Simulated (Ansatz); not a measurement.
NaF (rock salt, Fm-3m), a = b = c = 4.701 Å, α = β = γ = 90.00°; the cell used has 2 atoms.

Relaxed with PBE.

### Question
Give the optical modes at the zone centre with their infrared and Raman activity from DFPT, DFT-PBE in the program Ansatz with PAW potentials.

### Answer
Transverse frequencies, without the LO–TO term; a row sums one degenerate level.

| ω (cm⁻¹) | degeneracy | IR ((D/Å)²/amu) | Raman (Å⁴/amu) | activity | symmetry |
|---|---|---|---|---|---|
| 224 | 3 | 6.90 | 0 | IR | T1u |

### Question
How high does the top mode go among those that the LO–TO term moves?

### Answer
389 cm⁻¹ for q along x.

Symmetry was held in the PBE relaxation; phonons on a q-mesh show no instability.

Potentials: the later of the program's two PAW sets.
